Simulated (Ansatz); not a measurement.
GaSb:
```
GaSb
1.0
    3.87088     0.00000     0.00000
   -1.93544     3.35228     0.00000
    0.00000     0.00000     7.14689
Ga Sb
2 2
Cartesian
  0.00000   0.00000   0.00000
  0.00000   0.00000   3.57344
  0.00000   2.23486   1.78672
  1.93544   1.11743   5.36017
```

Relaxed with PBEsol. Special points in fractions of this cell's reciprocal vectors: Γ (0.000, 0.000, 0.000); M (0.500, 0.000, 0.000); K (0.333, 0.333, 0.000); A (0.000, 0.000, 0.500); L (0.500, 0.000, 0.500); H (0.333, 0.333, 0.500).

### Question
List the band energies nearest the Fermi level at these points for PBEsol with spin–orbit coupling in the plane-wave PAW code Ansatz.

### Answer
In eV from the Fermi level; about four levels below and three above (degenerate sets whole), none deeper than 8.9 eV; points with the same levels are listed once.

```json
[
 {"k": "Γ", "below": "-1.03 -1.03 -0.47 -0.47", "above": "0.44 0.44 0.81 0.81"},
 {"k": "M", "below": "-3.97 -3.97 -1.86 -1.86", "above": "0.44 0.44 1.13 1.13"},
 {"k": "K", "below": "-2.87 -2.87 -2.78 -2.78", "above": "4.06 4.06 4.43 4.43"},
 {"k": "A", "below": "-5.21 -5.21 -5.21 -5.21", "above": "0.64 0.64 0.64 0.64"},
 {"k": "L", "below": "-1.02 -1.02 -1.02 -1.02", "above": "2.92 2.92 2.92 2.92"},
 {"k": "H", "below": "-0.46 -0.46 -0.31 -0.31", "above": "1.61 1.61 1.67 1.67"}
]
```

Space group P6_3/mmc (NiAs type). The start of the workflow was typed in or built on a structure type; neither database checked (COD, Materials Project) lists it. It is not the phase usual at ambient conditions (space group No. 216). The cell was relaxed with PBEsol under the symmetry of its start; of distortions, only those at the zone centre were tested.

Potentials: the later of the program's two PAW sets.
